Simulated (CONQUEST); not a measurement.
Input and output of a self-consistent single point for BaTiO3 (Pm-3m, 5 atoms in the cell; from Materials Project mp-2998, changed as shown) (CONQUEST).

Computed with PBE, numerical atomic orbitals double-zeta with polarisation (the shipped basis), PseudoDojo norm-conserving potentials made for PBE (CONQUEST).

The change in words: lattice scaled by 0.98. Reference geometry (Pm-3m):
```
CELL_PARAMETERS angstrom
      4.00768     0.00000     0.00000
      0.00000     4.00768     0.00000
      0.00000     0.00000     4.00768
ATOMIC_POSITIONS crystal
  Ba 0.50000 0.50000 0.50000
  Ti 0.00000 0.00000 0.00000
  O  0.50000 0.00000 0.00000
  O  0.00000 0.50000 0.00000
  O  0.00000 0.00000 0.50000
```

Reference input (self-consistent single point, DFT, PBE, numerical atomic orbitals double-zeta with polarisation (the shipped basis), PseudoDojo norm-conserving potentials made for PBE): basis = DZP; Diag.MPMeshX, Y, Z = 8 8 8; potentials = PseudoDojo norm-conserving PBE; Grid.GridCutoff = 140 Ha; DM.SolutionMethod = diagon; Diag.kT = 0.001837 Ha; Diag.GammaCentred = true; minE.SCTolerance = 1.0e-06; SC.MaxIters = 100; SC.LinearMixingFactor = 0.3; AtomMove.TypeOfRun = static. This run's input differs from it in these lines:

```diff
@@ -30,5 +30,5 @@
 # file: input.coords
-     7.573417595      0.000000000      0.000000000
-     0.000000000      7.573417595      0.000000000
-     0.000000000      0.000000000      7.573417595
+     7.421948487      0.000000000      0.000000000
+     0.000000000      7.421948487      0.000000000
+     0.000000000      0.000000000      7.421948487
 5
```

The program printed (abridged):

```
    new_SC_potl: Starting.  Tolerance:  0.10000E-05

    PulayMixSC: Starting Pulay mixing, A_up =  0.300 A_dn =  0.300
    PulayMixSC: Spin non-polarised calculation.
          Harris-Foulkes Energy            :     -3742.749781612807055 eV
          (TS=0 as O(N) or entropic contribution is negligible)
          DFT Total Energy                 :     -3724.233811633891946 eV
          Total number of electrons        :        40.000000000001386
    PulayMixSC: Pulay iteration     1 residual:              0.95135E-02
          Harris-Foulkes Energy            :     -3737.318411499991271 eV
   [... lines left out ...]
          (TS=0 as O(N) or entropic contribution is negligible)
          DFT Total Energy                 :     -3737.235591206593654 eV
          Total number of electrons        :        40.000036802449905
    PulayMixSC: Pulay iteration     9 residual:              0.11630E-05
          Harris-Foulkes Energy            :     -3737.235591225558892 eV
          (TS=0 as O(N) or entropic contribution is negligible)
          DFT Total Energy                 :     -3737.235591216295688 eV
          Total number of electrons        :        40.000036805450385
    PulayMixSC: Pulay iteration    10 residual:              0.53292E-06
    PulayMixSC: Reached SCF tolerance of  0.53292E-06 after     10 iterations
      | Number of electrons      =        40.000037
      |* band energy as 2Tr[K.H] =      -970.137646681715296 eV
      |  screened ion-ion energy =     -2785.845075551203990 eV
      |  Ha correction           =       -11.354196090125040 eV
      |  XC correction           =        30.101607878085098 eV
      |* Harris-Foulkes energy   =     -3737.235591225558892 eV
      |* DFT total energy        =     -3737.235591216295688 eV
      |  estimated accuracy      =        -0.000000009262941 eV

    force: Forces on atoms (eV/a0)
    force:  Atom   X              Y              Z
    force:     1   0.0000000000  -0.0000000000   0.0000000000
   [... zero for the other atoms too ...]

    force: Maximum force :        0.00000000(eV/a0) on atom         2 in z direction
    force: Force Residual:        0.00000000 eV/a0
    force: Total stress:        -16.73097674   -16.73097674   -16.73097674 GPa
    force: Average pressure:     16.73097674 GPa

    force: Finished force
    get_E_and_F: Change in energy during last step of electronic optimisation:  0.83216E-09
```

The run converged in 10 iterations. CONQUEST prints the stress tensor with tension positive. Against the reference run the free energy goes up by 46.8 meV/atom, the pressure goes from 3.13 to 16.73 GPa and the gap on the mesh goes from 1.654 to 1.767 eV.

The program uses no crystal symmetry, so grid and mesh can part values that symmetry would make equal. The atom-centred basis is finite, which shifts total energies, pressures and gaps against plane waves. The structure comes from a collection of computed structures, made at another level of theory; the collection holds predicted forms beside known ones.

Cost on one core: about 6 core-minutes (a rough figure).
